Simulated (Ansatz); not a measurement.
Br:
```xyz
1
Lattice="-1.2982 1.5989 3.6118 1.2982 -1.5989 3.6118 1.2982 1.5989 -3.6118" Properties=species:S:1:pos:R:3 pbc="T T T"
Br     0.0000     0.0000     0.0000
```

Relaxed with PBEsol. Special points in fractions of this cell's reciprocal vectors: Γ (0.000, 0.000, 0.000); X (0.500, 0.500, -0.500); F2 (0.282, 0.718, -0.282); Σ0 (-0.282, 0.282, 0.282); Y0 (0.299, -0.299, 0.299); U0 (0.701, 0.299, -0.299); R (0.000, 0.500, 0.000); W (0.250, 0.250, 0.250); S (0.500, 0.000, 0.000); T (0.000, 0.000, 0.500).

**Question.** List the band energies nearest the Fermi level at these points for DFT-PBEsol in the program Ansatz with PAW potentials.

**Answer.** In eV from the Fermi level; about four levels below and three above (degenerate sets whole), none deeper than 8.9 eV; … stands for higher levels left out; points with the same levels are listed once.

| k | below | above |
|---|---|---|
| Γ | -1.97 -0.51 | 3.62 … |
| X | -3.98 -0.71 | 3.51 … |
| F2 | -5.80 -1.16 | 1.15 … |
| Y0 | -4.39 -2.72 | 3.89 … |
| R | -6.13 -0.63 | 1.28 … |
| W | -5.47 -2.16 -0.02 | … |
| S | -4.70 -2.13 | 3.95 … |
| T | -5.47 -2.15 -0.01 | … |

Space group Immm. The first step of the workflow began from a Materials Project structure, measured or hypothetical; the Crystallography Open Database copy checked does not list it. It is not the usual solid phase (space group No. 64). Symmetry was held in the PBEsol relaxation; whether a distortion lowers the energy is not shown. The substance is a gas or liquid at ambient conditions. With an odd number of electrons in the cell and no spin polarisation, the count alone makes it a metal. Scalar-relativistic: spin–orbit coupling is off unless named, which matters more the heavier the elements.

Potentials: the later of the program's two PAW sets.
